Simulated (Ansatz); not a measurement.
FeSi: ⁵⁷Fe Mössbauer parameters

Cell: an entry of the Crystallography Open Database (COD), ions relaxed with PBE at fixed cell.

```cif
data_FeSi
_symmetry_space_group_name_H-M 'P2_13'
_symmetry_Int_Tables_number 198
_cell_length_a 4.4670
_cell_length_b 4.4670
_cell_length_c 4.4670
_cell_angle_alpha 90.000
_cell_angle_beta 90.000
_cell_angle_gamma 90.000
loop_
_atom_site_label
_atom_site_type_symbol
_atom_site_symmetry_multiplicity
_atom_site_Wyckoff_symbol
_atom_site_fract_x
_atom_site_fract_y
_atom_site_fract_z
Fe Fe 4 a 0.1355 0.1355 0.1355
Si Si 4 a 0.8407 0.8407 0.8407
```

One atom of each set is listed.

All values are calculated (Ansatz; DFT, PBE, plane waves and PAW, scalar-relativistic, collinear spin, 420 eV cutoff, Γ-centred 10×10×10 k-points, Fermi–Dirac smearing 0.05 eV), not measured. Start moments as typed (μB): 3 on each Fe, none on the rest.

Isomer shifts (against α-Fe) follow from the electron density at the nucleus, δ = α(ρ − ρ₀), with α = -0.366 mm s⁻¹ a₀³ and ρ₀ = 14904.00 a₀⁻³ from a line fitted to 10 measured compounds at this level of theory (rms miss 0.11 mm/s). ΔE_Q = ½eQV_zz(1 + η²/3)^½ with Q = 0.160 b for the 14.4 keV state.

(1) Give the isomer shift and quadrupole splitting of each Fe site.

Answers

(1) 

```csv
site,atoms,first shell,ρ − ρ₀ (a₀⁻³),δ (mm/s),ΔE_Q (mm/s),η
Fe,4,"7 Si at 2.28–2.52 Å, 6 Fe at 2.74 Å",-0.74,0.27,0.88,0.00
```



With a gap of 0.17 eV under a smearing of 0.05 eV the band edges are partly filled, so small gradients can hang on the smearing and the k-mesh. With these PAW files V_zz is typically within 2 to 3 % of all-electron values, but misses above 10 % occur on Fe. The start moments die out, and the run ends without spin.
